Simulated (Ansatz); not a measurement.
**InCl3: Cl jump into a vacancy**

Method: DFT PBEsol, scalar-relativistic, plane waves, PAW (Ansatz 0.2.0). Cutoff 420 eV, Γ-centred 3×3×2 k-points, Gaussian smearing of 0.05 eV. No spin polarisation.

The perfect supercell:

```
CELL_PARAMETERS angstrom
4.84808 8.39712 0.00000
-9.69616 0.00000 0.00000
0.00000 0.00000 10.17840
ATOMIC_POSITIONS crystal
In 0.33333 0.66667 0.08333
In 0.33333 0.66667 0.41667
In 0.33333 0.66667 0.75000
In 0.66667 0.33333 0.25000
In 0.66667 0.33333 0.58333
In 0.66667 0.33333 0.91667
Cl 0.21982 0.43963 0.25000
Cl 0.21982 0.43963 0.58333
Cl 0.21982 0.43963 0.91667
Cl 0.21982 0.78018 0.25000
Cl 0.21982 0.78018 0.58333
Cl 0.21982 0.78018 0.91667
Cl 0.56037 0.78018 0.25000
Cl 0.56037 0.78018 0.58333
Cl 0.56037 0.78018 0.91667
Cl 0.78018 0.56037 0.08333
Cl 0.78018 0.56037 0.41667
Cl 0.78018 0.56037 0.75000
Cl 0.78018 0.21982 0.08333
Cl 0.78018 0.21982 0.41667
Cl 0.78018 0.21982 0.75000
Cl 0.43963 0.21982 0.08333
Cl 0.43963 0.21982 0.41667
Cl 0.43963 0.21982 0.75000
```

Atom 7 (Cl) is removed, leaving a vacancy of charge +1 (uniform background), and atom 10 jumps 3.30 Å into it. The vacancy and the half-way point are each relaxed at fixed cell, keeping their symmetry. The supercell is small.

Problem. How high does the half-way point lie?

Solution. 0.01 eV above the relaxed vacancy, with the jumping atom 0.67 Å off the straight line. This is the barrier if that point is a first-order saddle, which wasn't checked.

Cost: 2 runs of about 35 core-minutes in all, on Arm Neoverse V1 (shared hosts).